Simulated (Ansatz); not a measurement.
YTe (rock salt, Fm-3m) under volume change, DFT-PBEsol in the program Ansatz with PAW potentials, scaled uniformly.

```tsv
V (Å³/atom)	E − E(relaxed) (meV/atom)	P (GPa)
25.558	___	___
26.401	24.3	4.88
27.243	5.7	2.24
28.086	0.0	0.00
28.928	___	___
29.771	19.6	-3.54
30.614	42.0	-4.92
```

Question: Complete the blanks.

Answer: 
- 28.928, E − E(relaxed) (meV/atom): 5.2
- 28.928, P (GPa): -1.91
- 25.558, E − E(relaxed) (meV/atom): 57.9
- 25.558, P (GPa): 7.97

Question: What does a third-order Birch–Murnaghan fit give for V₀, B₀ and B′?

Answer: V₀ = 28.09 Å³/atom, B₀ = 68.9 GPa, B′ = 4.3.

The workflow started from an entry of the Crystallography Open Database (COD). Whether it is the stable phase at ambient conditions was not checked. Symmetry was held in the PBEsol relaxation; of distortions, only those at the zone centre were tested. The run is not spin-polarised. Scalar-relativistic: spin–orbit coupling is off unless named, which matters more the heavier the elements.

Potentials: the later of the program's two PAW sets.
